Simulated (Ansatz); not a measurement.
WSeS in space group P-3m1 (No. 164; W on 2d, Se on 2d, S on 2d), r²SCAN+D4 (plane waves, PAW; program Ansatz). The conduction-band minimum lies on the K–Γ line, 47 % of the way from K, with 6 equivalent valleys. Second derivatives d²E/dk² of the lowest band at one valley (eV·Å²), along Cartesian directions:

```json
[
 {"direction": "[100]", "d²E/dk²": "13.24"},
 {"direction": "[010]", "d²E/dk²": "14.20"},
 {"direction": "[001]", "d²E/dk²": "14.42"},
 {"direction": "[110]", "d²E/dk²": "14.55"},
 {"direction": "[101]", "d²E/dk²": "14.09"},
 {"direction": "[011]", "d²E/dk²": "14.17"}
]
```

**Question.** Find the principal effective masses, the density-of-states mass and the conductivity mass.

**Answer.** Off-diagonal terms follow from H_xy = H[110] − (H_xx + H_yy)/2, and m*/mₑ = 7.620 eV·Å² over each eigenvalue: 0.52, 0.53, 0.60. One valley's DOS mass (m₁m₂m₃)^(1/3) = 0.55, conductivity mass 3/(Σ 1/mᵢ) = 0.55 mₑ.

**Question.** What effective density of states Nc follows at 300 K for parabolic valleys?

**Answer.** Nc = 2.509e19 × 6 × (0.55)^(3/2) ≈ 6.1e19 cm⁻³.

**Question.** With the computed static dielectric constant 11.2 (mean of the diagonal), estimate a hydrogenic donor's binding energy and radius.

**Answer.** E = 13.606 eV × 0.55/11.2² ≈ 60 meV; a = 0.529 Å × ε/m* ≈ 11 Å. Semilocal masses tend to be too small when the gap is underestimated.

The first step of the workflow began from a Materials Project structure, measured or hypothetical; the Crystallography Open Database copy checked does not list it. Its standing as an ambient phase is unchecked. The cell was relaxed with r²SCAN+D4 under the symmetry of its start; whether a distortion lowers the energy is not shown. The run is not spin-polarised. Spin–orbit coupling is left out wherever it is not named.

Potentials: the later of the program's two PAW sets.
